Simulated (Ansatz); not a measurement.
The start is a generated cell, InSe placed in the AFLOW prototype AB_tP8_136_g_f (as in BeO). Cell shape, volume and atoms are optimised at zero target pressure with PBEsol (plane waves to 420 eV, PAW, scalar-relativistic; Ansatz, a first-principles code). The first steps use a coarse 3×3×5 k-mesh.

Input geometry:
```
CELL_PARAMETERS angstrom
      7.86457     0.00000     0.00000
      0.00000     7.86457     0.00000
      0.00000     0.00000     4.53661
ATOMIC_POSITIONS crystal
  Se 0.33600 0.66400 0.00000
  Se 0.83600 0.83600 0.50000
  Se 0.16400 0.16400 0.50000
  Se 0.66400 0.33600 0.00000
  In 0.31000 0.31000 0.00000
  In 0.81000 0.19000 0.50000
  In 0.19000 0.81000 0.50000
  In 0.69000 0.69000 0.00000
```

Task: What is the largest force in the starting geometry, and on which atom (counted from 1)?

Result: About 0.3 eV/Å, on Se1, Se2, Se3, Se4 (atoms numbered as listed).

Task: By how much does the energy per atom fall from start to end?

Result: 0.12 eV/atom.

Task: How does the volume change?

Result: -4.7 %, from 35.07 to 33.42 Å³/atom.

Task: How do the shortest distances between atoms change?

Result: The closest pairs of elements (up to four, under 3.6 Å), start → end: In–Se 2.79 → 2.60 Å; In–In 4.23 → 2.80 Å.

Task: What band gap does the relaxed structure have at this level?

Result: No gap (metallic).

The space group stays P4₂/mnm (No. 136) (the run could not lower it); the end is AFLOW prototype AB_tP8_136_g_f (as in BeO), with 8 atoms in the primitive cell. Final values are on a 6×6×12 k-mesh of the relaxed cell. No spin polarisation in the result.

The run could not lower the symmetry of its start; a shaken copy of this end point relaxes with PBEsol to P4₂/m (No. 84), 0.08 eV/atom lower.

The relaxed structure here is a generated cell of InSe: the first start was made by placing the elements on the sites of a structure type, and the end was not matched to a known phase here, so it may be hypothetical. Known forms of InSe include space group No. 194.
